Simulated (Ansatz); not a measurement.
CdSe (rock salt, Fm-3m) at seven volumes, DFT-PBEsol in the program Ansatz with PAW potentials, scaled uniformly. One row is withheld.

```json
[
 {"V (Å³/atom)": "20.273", "P (GPa)": "8.42"},
 {"V (Å³/atom)": "20.942", "P (GPa)": "5.11"},
 {"V (Å³/atom)": "21.610", "P (GPa)": "2.33"},
 {"V (Å³/atom)": "22.278", "P (GPa)": "0.00"},
 {"V (Å³/atom)": "22.947", "P (GPa)": "?"},
 {"V (Å³/atom)": "23.615", "P (GPa)": "-3.60"},
 {"V (Å³/atom)": "24.283", "P (GPa)": "-4.98"}
]
```

Task: Fit the shown pressures and predict the withheld one.

Result: P = (3/2)B₀(x^(7/2) − x^(5/2))[1 + (3/4)(B′ − 4)(x − 1)] with x = (V₀/V)^(2/3). Least squares on the six rows gives V₀ = 22.279 Å³/atom, B₀ = 71.1 GPa, B′ = 4.81. At V = 22.947, x = 0.9805 and P = -1.96 GPa. The run itself gave -1.96 GPa.

This is a known high-pressure phase of the composition, computed here at zero pressure and temperature. The cell was relaxed with PBEsol under the symmetry of its start; of distortions, only those at the zone centre were tested.

Potentials: the later of the program's two PAW sets.
